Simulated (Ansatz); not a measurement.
HfRu:
```cif
data_HfRu
_chemical_formula_sum 'Hf1 Ru1'
_space_group_name_H-M_alt 'P 1'
_space_group_IT_number 1
_cell_length_a 3.18160
_cell_length_b 3.18160
_cell_length_c 3.18160
_cell_angle_alpha 90.000
_cell_angle_beta 90.000
_cell_angle_gamma 90.000
loop_
_space_group_symop_operation_xyz
  'x, y, z'
loop_
_atom_site_label
_atom_site_type_symbol
_atom_site_fract_x
_atom_site_fract_y
_atom_site_fract_z
_atom_site_occupancy
Hf1 Hf 0.00000 0.00000 0.00000 1
Ru1 Ru 0.50000 0.50000 0.50000 1
```

Relaxed with LDA.

Problem. Which orbitals make up the states near the Fermi level in plane-wave PAW LDA (Ansatz code)?

Solution. Within 0.5 eV of the Fermi level: Ru 4d 46 %, Hf 5d 40 %, outside the projected shells 6 %. Projections are on Löwdin-orthogonalised atomic valence shells; empty p or d shells of many metals are not among them.

Problem. Tabulate the density of states.

Solution. States/eV per cell of 2 atoms, in 0.25 eV bins, energy from the Fermi level.

```
E (eV)  total  Ru 4d  Hf 5d  Ru 5s
------  -----  -----  -----  -----
-7.85    0.05   0.00   0.00   0.02
-7.60    0.08   0.00   0.00   0.03
-7.35    0.11   0.00   0.00   0.05
-7.10    0.13   0.00   0.00   0.06
-6.85    0.16   0.00   0.00   0.06
-6.60    0.19   0.00   0.01   0.07
-6.35    0.22   0.01   0.01   0.08
-6.10    0.26   0.01   0.02   0.10
-5.85    0.31   0.02   0.03   0.11
-5.60    0.40   0.05   0.05   0.12
-5.35    1.04   0.36   0.23   0.16
-5.10    1.72   0.73   0.49   0.18
-4.85    1.99   0.92   0.59   0.16
-4.60    2.32   1.18   0.69   0.13
-4.35    2.58   1.52   0.76   0.10
-4.10    2.56   1.57   0.73   0.13
-3.85    2.19   1.26   0.69   0.15
-3.60    1.40   0.89   0.42   0.05
-3.35    2.87   2.09   0.69   0.04
-3.10    4.57   3.39   1.06   0.04
-2.85    2.84   2.08   0.66   0.04
-2.60    2.48   1.82   0.56   0.04
-2.35    2.94   2.20   0.51   0.12
-2.10    3.98   2.98   0.67   0.16
-1.85    3.13   2.19   0.65   0.11
-1.60    2.30   1.39   0.59   0.09
-1.35    2.35   1.58   0.50   0.07
-1.10    0.92   0.42   0.30   0.05
-0.85    0.61   0.24   0.21   0.04
-0.60    0.52   0.20   0.19   0.03
-0.35    0.45   0.17   0.18   0.02
-0.10    0.39   0.13   0.18   0.02
0.15     0.58   0.29   0.22   0.02
0.40     0.85   0.46   0.33   0.02
0.65     1.87   1.00   0.71   0.08
0.90     2.40   1.06   1.07   0.10
1.15     2.51   0.91   1.27   0.08
1.40     2.28   0.75   1.33   0.05
1.65     2.75   0.77   1.75   0.06
1.90     2.53   0.62   1.61   0.09
2.15     2.57   0.62   1.65   0.13
2.40     2.91   0.60   1.87   0.22
2.65     1.29   0.21   0.96   0.05
2.90     1.37   0.19   1.08   0.03
3.15     1.06   0.15   0.81   0.03
3.40     0.84   0.13   0.62   0.03
3.65     0.74   0.11   0.53   0.03
3.90     0.72   0.11   0.51   0.03
4.15     0.73   0.12   0.51   0.03
4.40     0.99   0.14   0.74   0.03
4.65     1.45   0.21   1.11   0.03
```

Space group Pm-3m (CsCl type). The first step of the workflow began from a Materials Project structure, measured or hypothetical; the Crystallography Open Database files this formula in space group No. 221, but the cells were not matched. Whether it is the stable phase at ambient conditions was not checked. Symmetry was held in the LDA relaxation; of distortions, only those at the zone centre were tested. The run is not spin-polarised. Spin–orbit coupling is left out wherever it is not named.

Potentials: the later of the program's two PAW sets.
